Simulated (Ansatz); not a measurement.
B₂W in space group P6_3/mmc (No. 194; B on 4f, B on 2b, B on 2d, W on 4f), the program Ansatz at the r²SCAN level (PAW), all energies at zero smearing, with the estimated change up to a 700 eV cutoff added, with one set of potentials and settings (totals compare only within such a set). Cell of 12 atoms (8 B, 4 W): -42845.649 eV.

```tsv
element	reference phase	E (eV/atom)
B	R-3m, 12 atoms in the cell	-156.5544
W	Im-3m, 1 atoms in the cell	-10397.2967
```

Formation energy per atom, worked out: (-42845.649 − 8×(-156.5544) − 4×(-10397.2967))/12 = -0.336 eV/atom (-32 kJ per mol of atoms), at 0 K, without zero-point energy or fitted corrections.

The first step of the workflow began from a Materials Project structure, measured or hypothetical; the Crystallography Open Database files this formula in space group No. 194, but the cells were not matched. Its standing as an ambient phase is unchecked. The cell was relaxed with r²SCAN under the symmetry of its start; its stability against distortions is not shown here. The run is not spin-polarised. The references are the lowest solids computed at this level, not always the standard phases. Spin–orbit coupling is left out wherever it is not named.

Potentials: the later of the program's two PAW sets.
